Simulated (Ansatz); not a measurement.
Starting cell, WSi2 (MoSi2 type, space group I4/mmm):

```
WSi2
1.0
   -1.60576     1.60576     3.90206
    1.60576    -1.60576     3.90206
    1.60576     1.60576    -3.90206
W Si
1 2
Direct
  0.00000   0.00000   0.00000
  0.33486   0.33486   0.00000
  0.66514   0.66514   0.00000
```

Scan: atom 1 (W, nearest neighbour Si at 2.611 Å; its periodic images, 3.2 Å or more away, move with it) is displaced along Cartesian [110], direction (0.707, 0.707, 0.000) in Cartesian axes, by s. The other atoms stay.

Calculation: r2SCAN (plane waves to 500 eV, PAW, scalar-relativistic; Ansatz, a first-principles code). k mesh 16×16×16 (Γ-centred), Fermi-Dirac smearing 0.05 eV. The energy includes the smearing's −TS. Compression counts positive. Left out: 2 of 11 points, with atoms too close for the PAW data. With partly filled bands, energies and forces of such displacements shift with the k mesh and the smearing. Spin-orbit coupling is left out, though W is heavy. WSi2 is run without spin polarisation. WSi2 was relaxed with its symmetry unable to fall. ΔE is measured from the undisplaced structure.

### Question
What ΔE (meV/cell) and P (GPa) does the calculation give at s (Å) = -0.624, -0.468, -0.312, -0.156, 0.156, 0.312, 0.468, 0.624?

### Answer
| s (Å) | ΔE (meV/cell) | P (GPa) |
|---|---|---|
| -0.624 | 3227 | 34.8 |
| -0.468 | 1568 | 18.9 |
| -0.312 | 613 | 8.2 |
| -0.156 | 140 | 2.0 |
| 0.156 | 140 | 2.0 |
| 0.312 | 613 | 8.2 |
| 0.468 | 1568 | 18.9 |
| 0.624 | 3227 | 34.8 |

(A displaced cell: forces are minus the slopes of the energy, force constants its curvatures, and phonons follow from these.)
